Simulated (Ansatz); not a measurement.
TaGe in space group P6/mmm (No. 191; Ta on 3f, Ge on 1a, Ge on 2d), PBE (plane waves, PAW; program Ansatz), all energies at zero smearing, with the estimated change up to a 700 eV cutoff added, with one set of potentials and settings (totals compare only within such a set). Cell of 6 atoms (3 Ta, 3 Ge): -42681.946 eV.

```
element             reference phase  E (eV/atom)
-------  --------------------------  -----------
Ta       Im-3m, 1 atoms in the cell   -9932.2522
Ge       Fd-3m, 2 atoms in the cell   -4294.9847
```

Formation energy per atom, worked out: (-42681.946 − 3×(-9932.2522) − 3×(-4294.9847))/6 = -0.039 eV/atom (-4 kJ per mol of atoms), at 0 K, without zero-point energy or fitted corrections.

A made-up cell: these elements were put on the sites of a structure type; neither database checked (COD, Materials Project) lists it. Its standing as an ambient phase is unchecked. The cell was relaxed with PBE under the symmetry of its start; its stability against distortions is not shown here. The run is not spin-polarised. The references are the lowest solids computed at this level, not always the standard phases. Scalar-relativistic: spin–orbit coupling is off unless named, which matters more the heavier the elements.

Potentials: the later of the program's two PAW sets.
